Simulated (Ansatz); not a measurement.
Relaxed-ion elastic tensor of CdSe in space group P6_3mc (No. 186; Cd on 2a, Cd on 2b, Se on 2a, Se on 2b) in GPa (Voigt order), the program Ansatz at the LDA level (PAW); density 5.86 g/cm³, 27.11 Å³ per atom.

```
81.0  49.8  42.0   0.0   0.0   0.0
49.8  81.0  42.0   0.0   0.0   0.0
42.0  42.0  90.5   0.0   0.0   0.0
 0.0   0.0   0.0  13.9   0.0   0.0
 0.0   0.0   0.0   0.0  13.9   0.0
 0.0   0.0   0.0   0.0   0.0  15.6
```

### Question
Is the crystal mechanically stable?

### Answer
Yes: the smallest eigenvalue of C is 13.9 GPa.

### Question
Work out the Voigt, Reuss and Hill averages.

### Answer
K_V = 57.8, K_R = 57.8, K_H = 57.8; G_V = 16.6, G_R = 15.9, G_H = 16.3 GPa.

### Question
Give Young's modulus, Poisson's ratio, Pugh's ratio and the universal anisotropy index.

### Answer
E = 9KG/(3K + G) = 44.6 GPa; ν = 0.37; K/G = 3.55 (ductile by the Pugh limit of 1.75); A_U = 5G_V/G_R + K_V/K_R − 6 = 0.21.

### Question
Estimate the sound speeds and the Debye temperature.

### Answer
v_l = √((K + 4G/3)/ρ) = 3680 m/s, v_t = √(G/ρ) = 1670 m/s, mean 1880 m/s; Θ = (h/k)(3n/4πV)^(1/3) v_m = 186 K.

### Question
Solve the Christoffel equation for the three sound speeds along x, y, z.

### Answer
Eigenvalues of C_ijkl n_j n_l equal ρv² (piezoelectric stiffening left out). In km/s, slowest first: x 1.54, 1.63, 3.72; y 1.54, 1.63, 3.72; z 1.54, 1.54, 3.93.

### Question
How much does each axis shrink under pressure?

### Answer
Linear compressibilities β_i = Σ_j S_ij (j = 1 to 3): x 5.8, y 5.8, z 5.6 per TPa.

A made-up cell: these elements were put on the sites of a structure type. Its sites differ from those of the usual phase in this space group: another stacking or structure type. The LDA relaxation kept the symmetry of its start; phonons on a q-mesh show no instability.

Potentials: the later of the program's two PAW sets.
